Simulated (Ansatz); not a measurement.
Ag (space group P6_3/mmc)

```yaml
crystal:
  lattice:
    - [2.85818, 0.00000, 0.00000]
    - [-1.42909, 2.47526, 0.00000]
    - [0.00000, 0.00000, 9.42135]
  atoms:
    - { symbol: Ag, position: [0.00000, 0.00000, 0.00000] }
    - { symbol: Ag, position: [0.00000, 0.00000, 0.50000] }
    - { symbol: Ag, position: [0.33333, 0.66667, 0.25000] }
    - { symbol: Ag, position: [0.66667, 0.33333, 0.75000] }
```

The slice is a (1 -1 0 0) plane (indices of the conventional cell) through the point (0.000, 0.000, 0.000) (fractional), spanned by u = [110] and v = [001] in vectors of this cell: u (2.86 Å) and v (9.42 Å, at 90° to u). It covers one period; positions are fractions (u, v).

Level of theory: PBEsol (plane waves to 420 eV, PAW, scalar-relativistic; Ansatz, a quantum-chemistry and plane-wave program). k mesh 19×19×5. Inside the PAW spheres the values are not all-electron values, and peaks at nuclei hang on which shells count as valence. Ag was relaxed with its symmetry unable to fall. This is one of several known forms of Ag; the measured ambient cells at hand have space group No. 225.

Task: Predict the map of the electron localisation function (ELF) on the slice.

Result: 
```
|xx@@++      ++@@|
|++==..      ..==|
|                |
|                |
|      ::--::    |
|      --++--    |
|      ::--::    |
|                |
|                |
|++==..      ..==|
|xx@@++      ++@@|
|xxxx##..  ..##xx|
|xx@@++      ++@@|
|++==..      ..==|
|                |
|                |
|      ::--::    |
|      --++--    |
|      ::--::    |
|                |
|                |
|++==..      ..==|
|xx@@++      ++@@|
|xxxx##..  ..##xx|
```
Scale: ten equal steps from 0.17 (start of ' ') to 0.60 (end of '@'), in the order ' .:-=+*#%@'. Values: electron localisation function (ELF). The map has 8 points along u (two characters each, u = 0 at the left) and 24 along v (v = 0 in the bottom row). Points within 0.5 Å of a nucleus are blanked (x), as the pseudised field means little there.
